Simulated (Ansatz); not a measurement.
## What DFT gives for ZnMoH4C8

```yaml
crystal:
  lattice:
    - [3.97002, 3.11677, -0.01111]
    - [4.02188, -3.18251, -0.01928]
    - [2.11538, -0.02530, -6.26211]
  atoms:
    - { symbol: Zn, position: [0.00292, 0.99242, 0.99820] }
    - { symbol: C, position: [0.81733, 0.19712, 0.75144] }
    - { symbol: C, position: [0.79490, 0.19160, 0.25443] }
    - { symbol: C, position: [0.39268, 0.41120, 0.58960] }
    - { symbol: C, position: [0.57878, 0.60784, 0.41543] }
    - { symbol: H, position: [0.23089, 0.54289, 0.66974] }
    - { symbol: H, position: [0.46602, 0.76178, 0.32494] }
    - { symbol: H, position: [0.29897, 0.30460, 0.50286] }
    - { symbol: H, position: [0.69064, 0.69898, 0.50113] }
    - { symbol: C, position: [0.54439, 0.19387, 0.75942] }
    - { symbol: C, position: [0.79570, 0.45860, 0.24803] }
    - { symbol: C, position: [0.40601, 0.00246, 0.90888] }
    - { symbol: C, position: [0.97877, 0.58294, 0.10386] }
    - { symbol: Mo, position: [0.38723, 0.58838, 0.89509] }
```

Method: r2SCAN, no spin polarisation; PAW, plane waves to 500 eV, 4×4×3 (shifted by 0.5, 0.5, 0 steps) mesh, fermi-dirac occupations (width 0.1 eV) (Ansatz 0.2.0), atoms fixed.

- Formation energy: 1.07 eV an atom against the elements' usual phases (free molecules for gases, crystals otherwise, with no correction for O₂ or N₂), so at this geometry it isn't bound against them. Relaxing would lower it.
- Electronic structure: It is a metal on this mesh, though the bands barely overlap, with about 7 states/eV a cell as the mean within 0.25 eV of the Fermi level, mostly C p (53 %) and Mo d (35 %).
- Forces: The largest is on C13: 8.41 eV/Å, components (5.07, 3.66, 5.62). It makes 162° with the line to a nearest neighbour, C11 at 1.30 Å, pointing away from it.
- Stress: The pressure is -2.4 GPa (compression positive), so with the atoms held at these fractions the cell would first shrink; the forces are large, so a full relaxation may end otherwise. The principal stresses -8.1, -2.0, 2.7 GPa differ, so its shape would change too.
- Charges: Bader charges in e: Zn +0.88, Mo +1.29, H -0.10 to +0.13, C -0.63 to +0.00. In the mean Mo gives up most and C takes most.

Origin: a cell with a point defect, so it need not be a known compound. Caveats: the k mesh is coarse if the cell is a metal; atoms or cell far from equilibrium.
